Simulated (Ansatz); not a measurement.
## Al2CuTe4 in Ansatz, settings compared

Run with:

```bash
ansatz run input.yaml --threads 1 --pin off --max-ram 2560MiB --backend cpu --events-out ev --progress --plain --runs-dir out
```

The input file (Ansatz 0.2.0, plane waves):

```yaml
crystal:
  lattice:
    - [0.0, 5.916845, 0.0]
    - [5.916845, 0.0, 0.0]
    - [2.958423, 2.958423, -6.025861]
  atoms:
    - { symbol: Al, position: [0.5, 0.5, 0.0] }
    - { symbol: Cu, position: [0.0, 0.0, 0.0] }
    - { symbol: Al, position: [0.75, 0.25, 0.5] }
    - { symbol: Te, position: [0.375, 0.375, 0.75] }
    - { symbol: Te, position: [0.625, 0.125, 0.25] }
    - { symbol: Te, position: [0.875, 0.875, 0.75] }
    - { symbol: Te, position: [0.125, 0.625, 0.25] }
  symmetry: { tolerance: 0.0003 }
kpoints:
  mp_grid: { grid: [4, 4, 4], shift: [0, 0, 0] }
magnetization:
  spin_polarized: false
scf:
  occupations: { method: fermi_dirac, width: 0.0196 }
hamiltonian:
  pseudopotentials: { kind: paw }
  xc: pbe
basis:
  ecutwfc: 420
output:
  forces: true
  stress: true
  eigenvalues: true
  write_density: true
  write_potential: true
  elf: true
  volumetric_format: npy
```

Origin of the cell: a known structure type with other elements, at an estimated volume, so it need not be a known compound.

Output of this run (shortened):

```
Pseudopotentials: kind: paw
Pseudopotential: Al, paw, valence charge 3, recommended cutoff 420 eV (normal), Al.paw.azcp
Pseudopotential: Cu, paw, valence charge 19, recommended cutoff 420 eV (normal), Cu.paw.azcp
Pseudopotential: Te, paw, valence charge 16, recommended cutoff 420 eV (normal), Te.paw.azcp
Functional definition: PBE
  exchange = pbe_x(kappa = kappa, mu = beta*pi^2/3)
  correlation = pbe_c(beta = beta)
Crystal: 7 atoms, lattice volume = 210.960 Å³
Basis set: ecut = 420 eV, 4117 PW (Γ), exchange–correlation on 80×80×100 points (8 copies of the dense FFT grid, shifted against one another)
Bands: 54, of which v1, the nominal top of the filled ones, is band 45 counted from 1 (44 counted from 0)
Symmetry: 4 space group operations
Space group: I-4 (ITA 82), of the structure as read, at distance tolerance 1.8e-3 Å
[… 7 lines left out …]
Initial density: superposition of atomic densities (neutral atoms: chi_scale 0, normalization atom), corrected by the library's trained network
Functional: x = pbe(κ = 0.804, μ = 0.219515), c = pbe(β = 0.066725)
SCF iter   1: F=—  HF=-35621.877999 eV  Δρ=1.35e-3  dr2=3.37e-3
SCF iter   2: F=—  HF=-35621.880381 eV  Δρ=8.76e-4  dr2=1.56e-3  defer=40
SCF iter   3: F=—  HF=-35621.880084 eV  Δρ=8.99e-4  dr2=1.06e-3  defer=40
SCF iter   4: F=—  HF=-35621.879953 eV  Δρ=4.88e-4  dr2=3.59e-4  defer=40
SCF iter   5: F=—  HF=-35621.879927 eV  Δρ=3.64e-4  dr2=1.99e-4  defer=40
SCF iter   6: F=—  HF=-35621.879903 eV  Δρ=1.72e-4  dr2=5.41e-5  defer=40
SCF iter   7: F=—  HF=-35621.879947 eV  Δρ=4.14e-5  dr2=2.99e-6  defer=40
SCF iter   8: F=—  HF=-35621.879947 eV  Δρ=2.14e-5  dr2=7.84e-7  defer=40
SCF iter   9: F=-35621.879947 eV  HF=-35621.879947 eV  Δρ=3.55e-6  dr2=1.79e-8
SCF 1 converged in 9 iterations: F = -35621.879947 eV  dr2 = 1.79e-8
SCF converged after 9 iterations
Free energy (F): -35621.879947 eV
Harris-Foulkes:  -35621.879947 eV  (|F-HF|=1.04e-8)
Internal energy: -35621.871658 eV  (E = F + TS)
E sigma→0 (E₀):  -35621.875803 eV
Entropy (-TS):   -0.008289 eV (-1.184 meV/atom)
Fermi energy:    6.425514 eV
--- Per-component energies (eV) ---
  E_band       = -1674.146779
  E_kinetic    = 1068.119672
  E_local      = -12685.464685  (includes V_loc(G=0)·N_el)
  E_nonlocal   = -823.087699
  E_hartree    = 6672.355579
  E_xc         = -664.215978
  E_vxc        = -587.406627  (∫ρ·V_xc dr)
  E_paw        = -21253.808964  (= ΣΔE_a)
  E_vpaw       = -1991.021304  (= ΣTr[D̂ρ^β])
  E_aug_tail   = -0.000498  (compensation charges beyond the density's cutoff)
  E_ewald      = -7935.769087
  E_smearing   = -0.008289  (= −TS)
  Σ components = -35621.879947   (vs F -35621.879947, Δ=0.00e0)
--- Forces (eV/Å), atoms counted from 1 ---
  atom   1  Al     0.000000     0.000000    -0.000000
  atom   2  Cu     0.000000     0.000000    -0.000000
  atom   3  Al     0.000000     0.000000    -0.000000
  atom   4  Te     0.175691    -0.783718     0.136983
  atom   5  Te    -0.783718    -0.175691    -0.136983
  atom   6  Te    -0.175691     0.783718     0.136983
  atom   7  Te     0.783718     0.175691    -0.136983
  max |Σ_I F_I| component: 5.55e-17 eV/Å
--- Stress (GPa, compression-positive) ---
        2.998034       0.000001       0.000000
       -0.000001       2.998034       0.000000
        0.000000       0.000000       2.256163
  P = ⅓ Tr σ = 2.7507 GPa (27.507 kbar)
```

The same input was run again with these changes:

1. `hamiltonian.dispersion` default → d4; `scf.eigensolver.kind` default → davidson; `basis.precision` default → f64
2. `hamiltonian.hubbard` default → { sites: [{ species: Cu, l: d, u_eff: 1.0 }], double_counting: fll }; `accuracy` default → medium
3. `scf.convergence.dr2_threshold` default → 0.0001; `magnetization` { spin_polarized: false } → { spin_polarized: true } (starts: ferro); typed moments: Al1 2, Cu2 1, Al3 1, Te4 2, Te5 3, Te6 1, Te7 2
4. `scf.lower_state_search` default → "off"

```json
{"run": "base", "end": "converged", "SCF iterations": "9", "P (GPa)": "2.75", "max force component (eV/Å)": "0.784", "moment (μB)": "–", "ΔE(σ→0) (meV/atom)": "0"}
{"run": "1", "end": "converged", "SCF iterations": "9", "P (GPa)": "0.66", "max force component (eV/Å)": "0.792", "moment (μB)": "–", "ΔE(σ→0) (meV/atom)": "–"}
{"run": "2", "end": "converged", "SCF iterations": "11", "P (GPa)": "2.76", "max force component (eV/Å)": "0.771", "moment (μB)": "–", "ΔE(σ→0) (meV/atom)": "–"}
{"run": "3", "end": "converged", "SCF iterations": "19", "P (GPa)": "2.75", "max force component (eV/Å)": "0.784", "moment (μB)": "0.00", "ΔE(σ→0) (meV/atom)": "0.00"}
{"run": "4", "end": "converged", "SCF iterations": "9", "P (GPa)": "2.75", "max force component (eV/Å)": "0.784", "moment (μB)": "–", "ΔE(σ→0) (meV/atom)": "0.00"}
```

Energies are compared only where functional, datasets, charge and starting cell are the same.

Caveats of the base run: no moments, though an odd count or open d shells may carry them; no spin-orbit coupling, though heavy elements are present.

Run 3: a starting moment was lost; the SCF threshold is loose for forces.

The base run took 22 s of wall time on 1 CPU thread(s) of a shared host, from the program's own first density.
